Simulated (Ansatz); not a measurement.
YTaN₃, first-principles data

YTaN$_{3}$:
```cif
data_N18Ta6Y6
_chemical_formula_sum 'Y6 Ta6 N18'
_space_group_name_H-M_alt 'R3c :H'
_space_group_IT_number 161
_space_group_name_Hall 'R 3 -2"c'
_cell_length_a 5.61915
_cell_length_b 5.61915
_cell_length_c 14.03537
_cell_angle_alpha 90.000
_cell_angle_beta 90.000
_cell_angle_gamma 120.000
loop_
_atom_site_label
_atom_site_type_symbol
_atom_site_symmetry_multiplicity
_atom_site_Wyckoff_symbol
_atom_site_fract_x
_atom_site_fract_y
_atom_site_fract_z
_atom_site_occupancy
Y1 Y 6 a 0.00000 0.00000 0.47663 1
Ta1 Ta 6 a 0.00000 0.00000 0.20761 1
N1 N 18 b 0.32443 0.07303 0.11136 1
```
(The calculation used a cell of 10 atoms; values per cell refer to that cell.)

Space group R3c (No. 161); conventional cell a = 5.6191 Å, b = 5.6191 Å, c = 14.0354 Å, α = 90.00°, β = 90.00°, γ = 120.00°.

Method: r²SCAN in the plane-wave PAW code Ansatz. Geometry: relaxed at this level of theory. Other levels are named where they apply.

### Cell and energy

```json
{
 "volume_per_atom": "12.79 Å³",
 "density": "8.10 g/cm³",
 "Formation energy from the elements (no fitted shifts)": "-1.23 eV/atom"
}
```

### Electronic structure

```json
{
 "electronic_character": "metallic (no gap)",
 "Density of states at the Fermi level": "0.97 states/eV per atom (mean over ±0.08 eV)",
 "Gap with spin–orbit coupling": "none (metallic)"
}
```

### Mechanics

```json
{
  "Bulk modulus (Birch–Murnaghan fit)": "1710 kbar",
  "Pressure derivative B′": "4.2"
}
```

### Charges

```json
{
  "bader_charges": "Y +2.10, Ta +2.64, N -1.58 e"
}
```

The start of the workflow was typed in or built on a structure type; neither database checked (COD, Materials Project) lists it. Whether it is the stable phase at ambient conditions was not checked. The cell was relaxed with r²SCAN under the symmetry of its start; its stability against distortions is not shown here. The run is not spin-polarised. The references are the lowest solids computed at this level, not always the standard phases (solids in place of the gases). Scalar-relativistic: spin–orbit coupling is off unless named, which matters more the heavier the elements.

Potentials: the earlier of the program's two PAW sets.
